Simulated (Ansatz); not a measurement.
Consider the following.

Ru:
```cif
data_Ru4
_chemical_formula_sum 'Ru4'
_space_group_name_H-M_alt 'P63/mmc'
_space_group_IT_number 194
_space_group_name_Hall '-P 6c 2c'
_cell_length_a 2.69104
_cell_length_b 2.69104
_cell_length_c 8.63930
_cell_angle_alpha 90.000
_cell_angle_beta 90.000
_cell_angle_gamma 120.000
loop_
_atom_site_label
_atom_site_type_symbol
_atom_site_symmetry_multiplicity
_atom_site_Wyckoff_symbol
_atom_site_fract_x
_atom_site_fract_y
_atom_site_fract_z
_atom_site_occupancy
Ru1 Ru 2 a 0.00000 0.00000 0.00000 1
Ru2 Ru 2 d 0.66667 0.33333 0.25000 1
```

This is the r²SCAN-relaxed structure.

Question: All from r²SCAN (plane waves, PAW; program Ansatz), unless another level is named. Predict the density of states at the Fermi level.

Answer: 1.1 states/eV per atom (mean over ±0.08 eV).

Question: Next, the gap with spin–orbit coupling?

Answer: none (metallic).

Space group P6_3/mmc (dhcp (α-La type)). The start of the workflow was typed in or built on a structure type. Its sites differ from those of the usual phase in this space group: another stacking or structure type. Symmetry was held in the r²SCAN relaxation; its stability against distortions is not shown here. The run is not spin-polarised. Scalar-relativistic: spin–orbit coupling is off unless named, which matters more the heavier the elements.

Potentials: the later of the program's two PAW sets.
